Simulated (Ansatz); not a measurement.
One crystal and one scan (scan of one atom of the cell) at two levels, PBE (plane waves to 420 eV, PAW, scalar-relativistic; Ansatz, a first-principles code) and r2SCAN (plane waves to 500 eV, PAW, scalar-relativistic; Ansatz), each from its own relaxed cell and on its own mesh. The cell shown is that of PBE.

TiN (rock salt)

```
TiN
1.0
    0.00000     4.24692     4.24692
    2.12346     0.00000     2.12346
    2.12346     2.12346     0.00000
N Ti
2 2
Direct
  0.00000   0.00000   0.00000
  0.50000   0.00000   0.00000
  0.25000   0.50000   0.50000
  0.75000   0.50000   0.50000
```

In each cell atom 4 (Ti, nearest neighbour N at 2.123 Å; its periodic images, 3.0 Å or more away, move with it) moves by s·(-1.000, 0.000, 0.000) (towards the nearest neighbour), the rest being held.

The energy includes the smearing's −TS. TiN is run without spin polarisation. TiN was relaxed with its symmetry unable to fall. (PBE) Left out: 2 of 11 points, with atoms too close for the PAW data. (r2SCAN) Left out: 2 of 11 points, with atoms too close for the PAW data. With partly filled bands, energies and forces of such displacements shift with the k mesh and the smearing. Percentages come from the unrounded values. Both scans cover s from -0.336 to 0.336 Å.

```json
[
 {"quantity": "Lattice constant a (Å)", "PBE": "4.247", "r2SCAN": "4.233", "PBE − r2SCAN": "+0.014 (+0.3 %)"},
 {"quantity": "Energy at s = 0.336 Å (meV/cell)", "PBE": "714", "r2SCAN": "755", "PBE − r2SCAN": "-41 (-5.5 %)"},
 {"quantity": "Force along the line at s = -0.336 Å (eV/Å)", "PBE": "5.352", "r2SCAN": "5.629", "PBE − r2SCAN": "-0.277 (-4.9 %)"},
 {"quantity": "Force constant k = d²E/ds² at s = 0 (finite differences) (eV/Å²)", "PBE": "8.88", "r2SCAN": "9.46", "PBE − r2SCAN": "-0.58 (-6.1 %)"}
]
```

PBE gives the higher value for: lattice constant a. PBE gives the lower value for: energy at s = 0.336 Å; force along the line at s = -0.336 Å; force constant k = d²E/ds² at s = 0. Both give the same symmetry of the curve: even: the same for both signs. Neither level is exact: the differences show how much the result hangs on the functional.

ΔE (meV/cell), each from the undisplaced structure of its own level:

```json
[
 {"s (Å)": "-0.336", "PBE": "714", "r2SCAN": "755"},
 {"s (Å)": "-0.252", "PBE": "354", "r2SCAN": "376"},
 {"s (Å)": "-0.168", "PBE": "141", "r2SCAN": "150"},
 {"s (Å)": "-0.084", "PBE": "32", "r2SCAN": "35"},
 {"s (Å)": "0.000", "PBE": "0", "r2SCAN": "0"},
 {"s (Å)": "0.084", "PBE": "32", "r2SCAN": "35"},
 {"s (Å)": "0.168", "PBE": "141", "r2SCAN": "150"},
 {"s (Å)": "0.252", "PBE": "354", "r2SCAN": "376"},
 {"s (Å)": "0.336", "PBE": "714", "r2SCAN": "755"}
]
```

(For displaced atoms, the force is minus the slope of the energy, and its curvature is a force constant, which sets phonon frequencies.)
